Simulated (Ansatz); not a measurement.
BaTiO$_{3}$:
Space group R3m, hexagonal axes (No. 160); a = b = 5.6806 Å, c = 6.9940 Å, α = β = 90.00°, γ = 120.00°

| atom | site | symmetry | x | y | z |
|---|---|---|---|---|---|
| Ba | 3a | 3m | 0.0000 | 0.0000 | 0.0012 |
| Ti | 3a | 3m | 0.0000 | 0.0000 | 0.5147 |
| O | 9b | .m | 0.1699 | 0.3397 | 0.3184 |
(The calculation used a cell of 5 atoms; values per cell refer to that cell.)

Relaxed with r²SCAN.

Task: Give the optical modes at the zone centre with their infrared and Raman activity from DFPT, r²SCAN (plane waves, PAW; program Ansatz).

Result: Transverse frequencies, without the LO–TO term; a row sums one degenerate level.

```tsv
ω (cm⁻¹)	degeneracy	IR ((D/Å)²/amu)	Raman (Å⁴/amu)	activity	symmetry
170	2	16.92	3.3	IR+Raman	E
172	1	4.32	1.1	IR+Raman	A1
242	2	110.17	380	IR+Raman	E
288	1	0.00	0	silent	A2
303	1	37.06	850	IR+Raman	A1
307	2	0.02	49	IR+Raman	E
478	2	12.67	140	IR+Raman	E
540	1	9.04	950	IR+Raman	A1
```

Task: How high does the top mode go among those that the LO–TO term moves?

Result: 708 cm⁻¹ for q along x, 708 cm⁻¹ for q along y, 697 cm⁻¹ for q along z.

This is a known low-temperature phase of the composition, computed here at zero pressure and temperature. The cell was relaxed with r²SCAN under the symmetry of its start; of distortions, only those at the zone centre were tested. No spin polarisation was allowed. Spin–orbit coupling is left out wherever it is not named.

Potentials: the earlier of the program's two PAW sets.
